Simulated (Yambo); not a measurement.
MgS (zinc blende, space group F-43m, No. 216), G0W0@PBEsol in Yambo with this input:

```
rim_cut
gw0
dyson
el_el_corr
HF_and_locXC
ppa
em1d
RandQpts= 1000000
RandGvec= 1 Ry
EXXRLvcs= 84 Ry
VXCRLvcs= 336 Ry
Chimod= "HARTREE"
% BndsRnXp
 5 | 100 |
%
NGsBlkXp= 10 Ry
% LongDrXp
 1.0 | 1.0 | 1.0 |
%
PPAPntXp= 27.2114 eV
% GbndRnge
 1 | 100 |
%
GTermKind= "BG"
DysSolver= "n"
ExtendOut
```

On a 4×4×4 mesh, with wavefunctions cut at 84 Ry, the gap (Γ → Γ) is 5.192 eV and the valence edge shifts by -1.369 eV.

### Question
What happens with this change: 1 Ry block?

### Answer
The gap falls by 0.295 eV, to 4.897 eV; the shift of the valence edge becomes -0.813 eV. Neither run is shown to be the converged limit.

Geometry relaxed with PBEsol; primitive cell a = b = c = 3.997 Å, α = β = γ = 60.00°.

This is not the ordinary phase of the substance; no match was found in the copy of COD used, and its stability was not checked.

A shift is the quasiparticle energy of the state minus its PBEsol energy.
